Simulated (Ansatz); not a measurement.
CO₂ (started from an entry of an open crystallographic database) at its r2SCAN+rVV10 geometry, run in Ansatz at 3 levels of theory. (Simulation; spin polarisation is off.)

The r2SCAN input:
```yaml
crystal:
  lattice:
    - [5.4422668343, 0.0, 0.0]
    - [0.0, 5.4422668343, 0.0]
    - [0.0, 0.0, 5.4422668343]
  atoms:
    - { symbol: C, position: [0.0, 0.0, 0.0] }
    - { symbol: C, position: [0.5, 0.0, 0.5] }
    - { symbol: C, position: [0.5, 0.5, 0.0] }
    - { symbol: C, position: [0.0, 0.5, 0.5] }
    - { symbol: O, position: [0.1230864356, 0.1230864356, 0.1230864356] }
    - { symbol: O, position: [0.3769135644, 0.8769135644, 0.6230864356] }
    - { symbol: O, position: [0.6230864356, 0.3769135644, 0.8769135644] }
    - { symbol: O, position: [0.8769135644, 0.6230864356, 0.3769135644] }
    - { symbol: O, position: [0.8769135644, 0.8769135644, 0.8769135644] }
    - { symbol: O, position: [0.6230864356, 0.1230864356, 0.3769135644] }
    - { symbol: O, position: [0.3769135644, 0.6230864356, 0.1230864356] }
    - { symbol: O, position: [0.1230864356, 0.3769135644, 0.6230864356] }
kpoints:
  mp_grid: { grid: [6, 6, 6] }
  band_path:
    path:
      - [0.0, 0.0, 0.0]
      - [0.0, 0.5, 0.0]
      - [0.5, 0.5, 0.0]
      - [0.5, 0.5, 0.5]
      - [0.5, 0.0, 0.0]
    npoints: 1
hamiltonian:
  xc: r2scan
scf:
  occupations: { method: fixed }
  n_extra_bands: 7
output:
  forces: true
  stress: true
  eigenvalues: true
```

Main results, then, where recorded, the levels near the gap in eV from the Fermi energy (columns number the bands from 0), one row a point of the path (Γ, X, M, R, X₁):
```
Crystal: 12 atoms, lattice volume = 161.191 Å³
Symmetry: 24 space group operations
Space group: Pa-3 (ITA 205)
```
```
Basis set: ecut = 500 eV, 4067 PW (Γ)
k-points: 24 of 216
SCF converged after 7 iterations
Free energy (F): -5550.887523 eV
Fermi energy:    -1.895569 eV
--- Forces (eV/Å), atoms counted from 1 ---
  atom   1  C       0.00000      0.00000      0.00000
  atom   2  C       0.00000      0.00000      0.00000
  atom   3  C       0.00000      0.00000      0.00000
  atom   4  C       0.00000      0.00000      0.00000
  atom   5  O     -0.04537    -0.04537    -0.04537
  atom   6  O       0.04537      0.04537    -0.04537
  atom   7  O     -0.04537      0.04537      0.04537
  atom   8  O       0.04537    -0.04537      0.04537
  atom   9  O       0.04537      0.04537      0.04537
  atom  10  O     -0.04537    -0.04537      0.04537
  atom  11  O       0.04537    -0.04537    -0.04537
  atom  12  O     -0.04537      0.04537    -0.04537
--- Stress (GPa, compression-positive) ---
        0.582794       0.000000       0.000000
        0.000000       0.582794       0.000000
        0.000000       0.000000       0.582794
  P = ⅓ Tr σ = 0.5828 GPa (5.828 kbar)
```
```tsv
band_28	band_29	band_30	band_31	band_32	band_33	band_34
-0.244	-0.244	0.000	0.000	7.594	8.744	8.744
-0.369	-0.369	-0.088	-0.088	8.681	8.681	8.963
-0.335	-0.335	-0.335	-0.335	8.678	8.678	8.678
-0.389	-0.389	-0.389	-0.389	8.662	8.662	8.662
-0.369	-0.369	-0.088	-0.088	8.681	8.681	8.963
```

With r2SCAN the gap is 7.59 eV and direct, at Γ.

Task: Another run on the same cell gave
```
Basis set: ecut = 420 eV, 3119 PW (Γ)
k-points: 11 of 64
hybrid outer 1: dexx = +3.363e-2 eV, tail = 6.35e-5 eV
hybrid outer 2: dexx = +7.725e-7 eV, tail = 2.75e-8 eV, Δε = 1.09e-3 eV, ΔF = 9.38e-3 eV/Å
hybrid SCF converged: 2 outer / 14 inner (+3 warm-up)
Free energy (F): -5536.971747 eV
Fermi energy:    -2.657810 eV
--- Forces (eV/Å), atoms counted from 1 ---
  atom   1  C       0.00000      0.00000      0.00000
  atom   2  C       0.00000      0.00000      0.00000
  atom   3  C       0.00000      0.00000      0.00000
  atom   4  C       0.00000      0.00000      0.00000
  atom   5  O     -0.42891    -0.42891    -0.42891
  atom   6  O       0.42891      0.42891    -0.42891
  atom   7  O     -0.42891      0.42891      0.42891
  atom   8  O       0.42891    -0.42891      0.42891
  atom   9  O       0.42891      0.42891      0.42891
  atom  10  O     -0.42891    -0.42891      0.42891
  atom  11  O       0.42891    -0.42891    -0.42891
  atom  12  O     -0.42891      0.42891    -0.42891
--- Stress (GPa, compression-positive) ---
       -0.147740       0.000000       0.000000
        0.000000      -0.147740       0.000000
        0.000000       0.000000      -0.147740
  P = ⅓ Tr σ = -0.1477 GPa (-1.477 kbar)
```
```tsv
band_28	band_29	band_30	band_31	band_32	band_33	band_34
-0.257	-0.257	0.000	0.000	8.732	10.066	10.066
-0.389	-0.389	-0.093	-0.093	9.978	9.978	10.249
-0.353	-0.353	-0.353	-0.353	9.969	9.969	9.969
-0.408	-0.408	-0.408	-0.408	9.976	9.976	9.976
-0.389	-0.389	-0.093	-0.093	9.978	9.978	10.249
```
Which level of theory and mesh gave it?

Result: It is HSE06, judged by the exchange loop and the size of the gap (a near hybrid could fit too), on 4×4×4; the blocks that differ from the first input, but for the band path:
```yaml
kpoints:
  mp_grid: { grid: [4, 4, 4] }
hamiltonian:
  xc: hse06
```
With HSE06 the gap is 8.73 eV and direct, at Γ. The mean stress, -0.1 GPa, is small, and the program warns that its thresholds are loose for a hybrid's stress.

Task: Another run on the same cell gave
```
Basis set: ecut = 420 eV, 3119 PW (Γ)
k-points: 11 of 64
hybrid outer 1: dexx = +4.114e-2 eV, tail = 9.92e-5 eV
hybrid outer 2: dexx = +2.782e-6 eV, tail = 3.71e-8 eV, Δε = 1.36e-3 eV, ΔF = 1.01e-2 eV/Å
hybrid outer 3: dexx = +1.151e-9 eV, tail = 9.44e-10 eV, Δε = 2.19e-5 eV, ΔF = 2.65e-4 eV/Å
hybrid SCF converged: 3 outer / 13 inner (+3 warm-up)
Free energy (F): -5537.843364 eV
Fermi energy:    -3.063222 eV
--- Forces (eV/Å), atoms counted from 1 ---
  atom   1  C       0.00000      0.00000      0.00000
  atom   2  C       0.00000      0.00000      0.00000
  atom   3  C       0.00000      0.00000      0.00000
  atom   4  C       0.00000      0.00000      0.00000
  atom   5  O     -0.43879    -0.43879    -0.43879
  atom   6  O       0.43879      0.43879    -0.43879
  atom   7  O     -0.43879      0.43879      0.43879
  atom   8  O       0.43879    -0.43879      0.43879
  atom   9  O       0.43879      0.43879      0.43879
  atom  10  O     -0.43879    -0.43879      0.43879
  atom  11  O       0.43879    -0.43879    -0.43879
  atom  12  O     -0.43879      0.43879    -0.43879
--- Stress (GPa, compression-positive) ---
       -0.203767       0.000000       0.000000
        0.000000      -0.203767       0.000000
        0.000000       0.000000      -0.203767
  P = ⅓ Tr σ = -0.2038 GPa (-2.038 kbar)
```
```tsv
band_28	band_29	band_30	band_31	band_32	band_33	band_34
-0.259	-0.259	0.000	0.000	9.515	10.862	10.862
-0.392	-0.392	-0.094	-0.094	10.772	10.772	11.042
-0.356	-0.356	-0.356	-0.356	10.762	10.762	10.762
-0.411	-0.411	-0.411	-0.411	10.772	10.772	10.772
-0.392	-0.392	-0.094	-0.094	10.772	10.772	11.042
```
Which level of theory and mesh gave it?

Result: It is PBE0, judged by the exchange loop and the size of the gap (a near hybrid could fit too), on 4×4×4; the blocks that differ from the first input, but for the band path:
```yaml
kpoints:
  mp_grid: { grid: [4, 4, 4] }
hamiltonian:
  xc: pbe0
```
With PBE0 the gap is 9.52 eV and direct, at Γ. The mean stress, -0.2 GPa, is small, and the program warns that its thresholds are loose for a hybrid's stress.

The hybrids run on coarser meshes, which limits their stresses and small splittings of levels.

Totals of different functionals can't be compared.

The meshes of the hybrids are coarse, so their gaps aren't converged to the digits shown.
